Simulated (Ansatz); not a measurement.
Trial structure of Ga3Sb2As, not yet relaxed:

```
Ga Sb As
1.0
     4.03837    0.00000    0.00000
    -2.01918    3.49733    0.00000
     0.00000    0.00000    9.89194
Ga Sb As
3 2 1
Cartesian
  0.0000 0.0000 0.0000
  0.0000 2.3316 6.5946
  2.0192 1.1658 3.2973
  2.0192 1.1658 5.7703
  0.0000 0.0000 2.4730
  0.0000 2.3316 9.0676
```

These are results of Ansatz 0.2.0, DFT PBE, scalar-relativistic, plane waves, PAW, not measurements. Plane waves to 420 eV, a k mesh through Γ of 6×6×2 on the computed 6-atom cell and Gaussian smearing (0.10 eV); no spin polarisation.

The zero of energy is the elements' standard structures at the same level; no fitted shifts are applied.

Q: Estimate its pressure, forces and energy as it stands.

A: The pressure is 14.1 GPa (the mean over three directions, positive in compression), the largest force is 1.40 eV/Å, and the energy is +0.01 eV/atom against the elements. The shortest distance is 2.47 Å.

Q: How much does it gain on relaxing, and where does it end?

A: Relaxing gains about 0.20 eV/atom (the start's value is from the coarse mesh, so the gain is rough) in 9 ionic steps and ends at −0.20 eV/atom on the finer mesh. The symmetry stays P3m1 (No. 156). The volume per atom grows by 19.8 %, from 23.3 to 27.9 Å³. The shortest distance goes from 2.47 Å (Ga–As and Ga–Sb) to 2.49 Å (Ga–As). Conventional cell: a = 4.291 Å, c = 10.502 Å. Ga on its first site is surrounded by 3 As at 2.59 Å and 1 Sb at 2.69 Å; Sb on its first site has 4 Ga at 2.65–2.68 Å; As has 4 Ga at 2.49–2.59 Å; 3 more sites not described.

The last run used a 12×12×4 mesh (in the run's order of axes) for its 6-atom cell and Gaussian smearing of 0.10 eV. Spin–orbit coupling, which can matter for Sb, is left out. The reference form of As is held partly by dispersion forces, which this level lacks. The relaxation can't lower the symmetry of the start. Symmetry constrained the relaxation, so the result can be a saddle point.
